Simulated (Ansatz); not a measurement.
C:
```cif
data_C40
_chemical_formula_sum 'C40'
_space_group_name_H-M_alt 'Fd-3m :1'
_space_group_IT_number 227
_space_group_name_Hall 'F 4d 2 3 -1d'
_cell_length_a 9.58867
_cell_length_b 9.58867
_cell_length_c 9.58867
_cell_angle_alpha 90.000
_cell_angle_beta 90.000
_cell_angle_gamma 90.000
loop_
_atom_site_label
_atom_site_type_symbol
_atom_site_symmetry_multiplicity
_atom_site_Wyckoff_symbol
_atom_site_fract_x
_atom_site_fract_y
_atom_site_fract_z
_atom_site_occupancy
C1 C 8 b 0.50000 0.50000 0.50000 1
C2 C 32 e 0.58892 0.58892 0.58892 1
```
(The calculation used a cell of 10 atoms; values per cell refer to that cell.)

Relaxed with r²SCAN. Independent-particle spectrum: no excitons, no local fields, no scissors shift; 0.1 eV broadening; ε₁ of the summed bands alone.

Tabulate the dielectric function from r²SCAN in the plane-wave PAW code Ansatz.



| E (eV) | ε₁ xx | ε₂ xx |
|---|---|---|
| 0.0 | 2.58 | 0.00 |
| 0.3 | 2.59 | 0.00 |
| 0.6 | 2.60 | 0.00 |
| 0.9 | 2.61 | 0.00 |
| 1.2 | 2.63 | 0.00 |
| 1.5 | 2.66 | 0.00 |
| 1.8 | 2.69 | 0.00 |
| 2.1 | 2.74 | 0.00 |
| 2.4 | 2.79 | 0.00 |
| 2.7 | 2.86 | 0.00 |
| 3.0 | 2.95 | 0.00 |
| 3.3 | 3.06 | 0.00 |
| 3.6 | 3.20 | 0.00 |
| 3.9 | 3.39 | 0.00 |
| 4.2 | 3.65 | 0.00 |
| 4.5 | 4.04 | 0.00 |
| 4.8 | 4.69 | 0.00 |
| 5.1 | 6.21 | 0.01 |
| 5.4 | 11.09 | 4.72 |
| 5.7 | -1.01 | 7.67 |
| 6.0 | -0.22 | 4.11 |
| 6.3 | 1.00 | 2.29 |
| 6.6 | 0.78 | 3.63 |
| 6.9 | 0.62 | 2.20 |
| 7.2 | 0.57 | 2.22 |
| 7.5 | 0.53 | 2.11 |
| 7.8 | 0.15 | 1.96 |
| 8.1 | 0.11 | 1.24 |
| 8.4 | 0.43 | 0.90 |
| 8.7 | 0.78 | 0.86 |
| 9.0 | 0.78 | 1.04 |
| 9.3 | 0.85 | 0.80 |
| 9.6 | 0.87 | 0.91 |
| 9.9 | 0.89 | 0.82 |
| 10.2 | 0.81 | 0.60 |
| 10.5 | 1.02 | 0.51 |
| 10.8 | 1.25 | 0.42 |
| 11.1 | 1.55 | 0.45 |
| 11.4 | 1.59 | 0.91 |
| 11.7 | 1.49 | 0.81 |
| 12.0 | 1.90 | 0.92 |

From ε at 5.4 eV (xx: 11.09 + 4.72i), find n, k, the normal reflectivity and the absorption coefficient.

n = 3.40, k = 0.694, R = 31 %, α = 2kE/ħc = 380000 cm⁻¹.

With all bands, ε∞ without local fields is 2.67.

The start of the workflow was typed in or built on a structure type. Its sites differ from those of the usual phase in this space group: another stacking or structure type. The r²SCAN relaxation kept the symmetry of its start; its stability against distortions is not shown here.

Potentials: the later of the program's two PAW sets.
